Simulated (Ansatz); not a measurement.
Ge:
```cif
data_Ge12
_chemical_formula_sum 'Ge12'
_space_group_name_H-M_alt 'P43212'
_space_group_IT_number 96
_space_group_name_Hall 'P 4nw 2abw'
_cell_length_a 5.95118
_cell_length_b 5.95118
_cell_length_c 7.08165
_cell_angle_alpha 90.000
_cell_angle_beta 90.000
_cell_angle_gamma 90.000
loop_
_atom_site_label
_atom_site_type_symbol
_atom_site_symmetry_multiplicity
_atom_site_Wyckoff_symbol
_atom_site_fract_x
_atom_site_fract_y
_atom_site_fract_z
_atom_site_occupancy
Ge1 Ge 4 a 0.08420 0.08420 0.00000 1
Ge2 Ge 8 b 0.16938 0.37269 0.24450 1
```

Relaxed with r²SCAN.

Question: Which orbitals make up the states near the band edges in DFT-r²SCAN in the program Ansatz with PAW potentials?

Answer: Top 1 eV of the valence band: Ge 4p 96 %. Bottom 1 eV of the conduction band: Ge 4p 59 %, Ge 4s 36 %. Projections are on Löwdin-orthogonalised atomic valence shells; empty p or d shells of many metals are not among them.

Question: Tabulate the density of states.

Answer: States/eV per cell of 12 atoms, in 0.25 eV bins, energy from the valence-band maximum.

```
E (eV)  total  Ge 4p  Ge 4s  Ge 3d
------  -----  -----  -----  -----
-7.86    2.51   0.90   1.60   0.00
-7.61    1.84   0.71   1.12   0.00
-7.36    1.82   0.79   1.02   0.00
-7.11    0.46   0.21   0.24   0.00
-6.86    2.23   0.97   1.25   0.00
-6.61    4.15   1.91   2.21   0.01
-6.36    4.84   2.30   2.51   0.01
-6.11    2.73   1.28   1.43   0.00
-5.86    1.13   0.52   0.60   0.00
-5.61    1.59   0.77   0.81   0.00
-5.36    3.66   1.96   1.68   0.00
-5.11    4.48   2.46   2.00   0.01
-4.86    5.34   3.09   2.22   0.01
-4.61    1.88   1.01   0.86   0.00
-4.36    0.72   0.62   0.09   0.00
-4.11    2.39   2.16   0.22   0.00
-3.86    4.03   3.65   0.36   0.00
-3.61    3.98   3.56   0.39   0.00
-3.36    3.93   3.43   0.46   0.00
-3.11    4.82   4.19   0.60   0.01
-2.86    6.18   5.46   0.66   0.01
-2.61    4.29   3.85   0.40   0.01
-2.36    4.93   4.48   0.41   0.01
-2.11    7.21   6.60   0.55   0.01
-1.86    6.43   5.95   0.43   0.01
-1.61    7.47   6.94   0.46   0.01
-1.36    8.28   7.71   0.50   0.01
-1.11    8.38   7.92   0.39   0.01
-0.86    7.49   7.15   0.28   0.01
-0.61    9.43   9.02   0.32   0.01
-0.36    4.75   4.53   0.18   0.01
-0.11    1.28   1.23   0.03   0.00
0.14     0.00   0.00   0.00   0.00
0.39     0.00   0.00   0.00   0.00
0.64     0.00   0.00   0.00   0.00
0.89     0.00   0.00   0.00   0.00
1.14     1.95   1.07   0.81   0.00
1.39     5.14   3.07   1.84   0.00
1.64     5.81   3.54   1.98   0.01
1.89     4.70   2.96   1.50   0.00
2.14     6.01   3.99   1.67   0.01
2.39     6.11   4.20   1.52   0.01
2.64     4.40   3.13   0.97   0.00
2.89     7.52   5.44   1.52   0.01
3.14     5.96   4.35   1.12   0.01
3.39     5.89   4.42   0.93   0.01
3.64     7.31   5.47   1.13   0.01
3.89     7.52   5.67   1.10   0.01
4.14     6.63   5.06   0.89   0.01
4.39     7.04   5.29   0.97   0.01
4.64     5.84   4.40   0.74   0.00
4.89     5.97   4.49   0.70   0.00
5.14     6.88   5.16   0.75   0.00
5.39     5.98   4.44   0.60   0.00
```

Space group P4_32_12. The workflow started from a Materials Project entry (that database holds measured and hypothetical structures alike); the Crystallography Open Database files this formula in space group No. 96, but the cells were not matched. It is not the phase usual at ambient conditions (space group No. 227). Symmetry was held in the r²SCAN relaxation; its stability against distortions is not shown here. Scalar-relativistic: spin–orbit coupling is off unless named, which matters more the heavier the elements.

Potentials: the later of the program's two PAW sets.
